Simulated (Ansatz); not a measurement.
Relaxation of a generated cell, YCl placed in the AFLOW prototype AB_cP6_221_c_d (as in NbO); 6 atoms in the cell, which starts as Pm-3m (No. 221), cP6; a = b = c = 5.552 Å, α = β = γ = 90.00°. The numbers are results of PBEsol (plane waves to 420 eV, PAW, scalar-relativistic; Ansatz, a program for electronic structure), not measurements. Γ-centred k-mesh 4×4×4 on the run's cell (coarser than for final values), Fermi–Dirac smearing 0.05 eV. This is the first round of the run. 

The optimiser's lines from the output (shortened; P is positive under compression):

```
relax step   1: F+E_penalty+E_count = -14575.69256125 eV  Δ(F+E_penalty+E_count) = +0.000e0 eV  max|allowed force component| = 6.596e-30 eV/Å  Δτ_max = 0.0000 Å  P = -5.438 GPa  Ω = 171.168 Å³  (6 SCF iters, dr2 threshold 1.00e-7 eV, accepted)
relax step   2: F+E_penalty+E_count = -14576.03810778 eV  Δ(F+E_penalty+E_count) = -3.455e-1 eV  max|allowed force component| = 6.157e-30 eV/Å  Δτ_max = 0.0000 Å  P = +1.889 GPa  Ω = 147.335 Å³  (7 SCF iters, dr2 threshold 6.00e-7 eV, accepted)
relax step   3: F+E_penalty+E_count = -14576.06187875 eV  Δ(F+E_penalty+E_count) = -2.377e-2 eV  max|allowed force component| = 2.936e-30 eV/Å  Δτ_max = 0.0000 Å  P = -0.419 GPa  Ω = 152.820 Å³  (5 SCF iters, dr2 threshold 6.00e-7 eV, accepted)
relax step   4: F+E_penalty+E_count = -14576.06330993 eV  Δ(F+E_penalty+E_count) = -1.431e-3 eV  max|allowed force component| = 8.228e-30 eV/Å  Δτ_max = 0.0000 Å  P = -0.022 GPa  Ω = 151.794 Å³  (5 SCF iters, dr2 threshold 4.38e-7 eV, accepted)
relax step   5: F+E_penalty+E_count = -14576.06331440 eV  Δ(F+E_penalty+E_count) = -4.472e-6 eV  max|allowed force component| = 3.265e-30 eV/Å  Δτ_max = 0.0000 Å  P = -0.000 GPa  Ω = 151.741 Å³  (5 SCF iters, dr2 threshold 1.18e-9 eV, accepted)
relax step   6: F+E_penalty+E_count = -14576.06303245 eV  Δ(F+E_penalty+E_count) = +2.819e-4 eV  max|allowed force component| = 5.343e-30 eV/Å  Δτ_max = 0.0000 Å  P = +0.001 GPa  Ω = 151.741 Å³  stress off target by 5.90e-4 GPa  SCF on the basis re-selected at this cell (its energy is not comparable with the rows above)  (5 SCF iters)
```

From the first to the last row the energy changes by -0.06 eV/atom and the volume by -11.3 %. The last row is marked as not comparable with the walk above it, whose basis was carried along; it does compare with step 1, since both stand on a basis selected at the nominal cutoff for their own cell.

Later rounds, restarted from the end of this one on a renewed k-mesh, logged 8 more steps and released under 0.01 eV/atom more. The final structure after all rounds: Pm-3m (No. 221), cP6, AFLOW prototype AB_cP6_221_c_d (as in NbO); a = 5.339 Å, b = 5.339 Å, c = 5.339 Å, α = 90.00°, β = 90.00°, γ = 90.00°. Between re-selections the logged energies stand on a plane-wave basis carried along with the cell. No spin polarisation in the result. No Hubbard U is applied.

The run could not lose the symmetry of its start, so the end can be a saddle point.

All atoms sit on sites fixed by symmetry, so only the cell could relax.

The relaxed structure here is a generated cell of YCl: the first start was made by placing the elements on the sites of a structure type, and the end was not matched to a known phase here, so it may be hypothetical.
